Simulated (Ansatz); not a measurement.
How the vibrations of SiSnGe2 change with volume

Computed with Ansatz, DFT PBE, scalar-relativistic, plane waves, PAW. Cutoff 420 eV, 10×10×8 k-points (Γ-centred), Fermi-Dirac smearing of 0.15 eV. No spin polarisation. Phonons by linear response, acoustic sum rule imposed.

Relaxed structure:
```xyz
4
Lattice="4.1601 0.0000 0.0000 0.0000 4.1601 0.0000 0.0000 0.0000 5.9409" Properties=species:S:1:pos:R:3 pbc="T T T"
Si    0.0000    0.0000    0.0000
Sn    2.0801    2.0801    2.9704
Ge    2.0801    0.0000    4.6032
Ge    0.0000    2.0801    1.3377
```

The cell was built by swapping an element in a database structure (itself possibly hypothetical) and relaxing; it need not be the stable form of this composition. In a metal, frequencies depend on the k mesh and the smearing, soft modes most.

Cells at 0.98 and 1.02 times the equilibrium volume were relaxed in shape and atoms; γ = −d ln ν / d ln V, modes matched by rank.

**Question.** Give the optical frequencies at Γ (cm⁻¹) at the three volumes and the mode Grüneisen parameters.

**Answer.**
```csv
0.98 V,V,1.02 V,γ,degeneracy
68,70,72,-1.58,2
212,207,202,1.18,1
213,208,203,1.23,1
232,226,220,1.25,2
352,341,331,1.50,2
358,351,344,1.05,1
```

**Question.** What pressures hold the two strained cells, and what bulk modulus follows?

**Answer.** 1.19 GPa at 0.98 V and -1.05 GPa at 1.02 V, so B = −dP/d ln V ≈ 56 GPa.